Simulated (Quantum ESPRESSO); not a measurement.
One change at a time to HfSnTa6

Calculated results; nothing here was measured. They come from Quantum ESPRESSO 7.5, a public plane-wave density functional program. Each row is one single-point run on a made-up periodic cell of eight metal atoms, with elements, volume, strain and displacements drawn at random and not relaxed, so a cell may be unstable or far from any real phase. There is no spin polarisation or spin-orbit coupling.

Settings: PBE unless stated; PseudoDojo standard norm-conserving files; Fermi-Dirac width 0.25 eV, which means electrons at about 2900 K; cutoff 1088 eV; 5 x 5 x 4 k mesh shifted half a step off Gamma. E is the free energy of the whole cell (internal energy minus TS), so a -TS column is already part of it. Stress is positive in tension, and the pressure P is minus a third of its trace.

Checks: one run of this series was repeated at a higher cutoff and on a denser mesh, which moved values by no more than 0.003 eV, 0.02 GPa and 0.003 eV/Å, and a second program with other atomic files agreed on it to 2 % rms in force and 0.5 GPa in pressure. Known limits: the tin pseudopotential is less sure than most, with forces differing by about three percent from a second method on plain tin; heavy elements are run without spin-orbit coupling, which real alloys of them have; a spin test at this wide smearing found no moment, but such smearing suppresses magnetism that the real alloy may have.

The lattice is face-centred cubic, and the cell vectors in Å are (2.222, 4.295, 2.133); (2.143, -4.250, 2.121); (2.181, 0.010, -6.380), a volume of 158.60 Å³ in run 1. The elements on sites 1 to 8 are Ta Ta Ta Sn Ta Ta Hf Ta. Each later run makes one change to run 1 and keeps the rest. E is counted from run 1, and is n/a where other atomic files have another zero of energy.

```
run                           change  V (Å³)  P (GPa)  -TS (eV)  rms force (eV/Å)  largest change of a force component (eV/Å)  E (eV)
  1                             none  158.60    -1.51    -1.751             0.902                                       0.000   0.000
  2          sites 4 and 8 exchanged  158.60    -1.32    -1.761             1.010                                       0.601   0.046
  3    all lengths scaled by +1.80 %  167.32    -9.12    -1.842             0.747                                       0.397   0.298
  4           PBEsol in place of PBE  158.60    -6.99    -1.761             0.840                                       0.163     n/a
  5                     Mo on site 3  158.60    -4.56    -1.818             0.826                                       0.384     n/a
  6  site 6 moved by -0.19 Å along z  158.60    -0.65    -1.743             0.992                                       1.320       ?
```

## Worked estimate

Along the move dE = -F dx. The force on site 6 along z is 0.462 eV/Å in run 1 and 1.783 eV/Å in run 6, and the move is -0.19 Å, so the mean force times the move gives an estimate.

## Withheld value

Question: what E should run 6 give?

The estimate is 0.213 eV. The calculation gave 0.213 eV.
